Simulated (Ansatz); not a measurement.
Computed with Ansatz, DFT PBE, scalar-relativistic, plane waves, PAW. All cells share a 420 eV cutoff and Γ-centred k meshes spaced at most about 0.3 Å⁻¹ (about 0.25 or finer for metals, 2π included). No spin polarisation in the final relaxations.

These are static total energies at zero pressure.

Two forms of CaOs were relaxed alike.

A.

Space group R-3m:H (No. 166). a = 3.021 Å, b = 3.021 Å, c = 14.281 Å, α = 90.00°, β = 90.00°, γ = 120.00°
```
atom  site  symmetry       x       y       z
  Ca    3a       -3m  0.0000  0.0000  0.0000
  Os    3b       -3m  0.6667  0.3333  0.8333
```

B.

Space group P2/m (No. 10). a = 2.878 Å, b = 4.787 Å, c = 5.914 Å, α = 90.00°, β = 98.10°, γ = 90.00°
```
atom  site  symmetry       x       y       z
  Ca    1a       2/m  0.0000  0.0000  0.0000
  Ca    1g       2/m  0.5000  0.0000  0.5000
  Os    2n         m  0.2266  0.5000  0.8087
```

Problem. Which form is favoured at zero pressure, and by what margin per atom?

Solution. B is lower, by 132 meV/atom. A has the CuPt (L1_1) type, space group R-3m (No. 166), 18.8 Å³/atom and no gap on its mesh; B has space group P2/m (No. 10), 20.2 Å³/atom and no gap. Counting all near atoms (those within 1.25 times the shortest distance at each site; a plus sign parts nearer from farther groups; a slash parts the counts of unlike sites), A has Ca 12, Os 12 and B has Ca 12/14, Os 6+2. The lower one is the more open, so pressure narrows the difference. Even the lower one lies +0.70 eV/atom against the reference forms of the elements (uncorrected), so neither is stable at this level. In A, Ca has 6 Os at 2.95 Å and 6 Ca at 3.02 Å; Os is surrounded by 6 Ca at 2.95 Å and 6 Os at 3.02 Å. In B, Ca on its first site is surrounded by 4 Os at 2.76 Å, 2 Ca at 2.88 Å, 2 Ca at 3.10 Å, 4 Os at 3.35 Å and 2 Ca at 3.47 Å; around Ca on its second site lie 2 Ca at 2.88 Å, 2 Ca at 3.10 Å, 4 Os at 3.18 Å, 2 Ca at 3.47 Å and 4 Os at 3.52 Å; Os has 1 Os at 2.57 Å, 2 Ca at 2.76 Å, 3 Os at 2.77–2.88 Å, 2 Ca at 3.18 Å and 4 Ca at 3.35–3.52 Å. Both come from invented guesses.

These runs have no spin–orbit coupling, which can matter for Os. Cells relaxed within their symmetry can be saddle points. The P2/m cell of CaOs came from shaking the R-3m one.
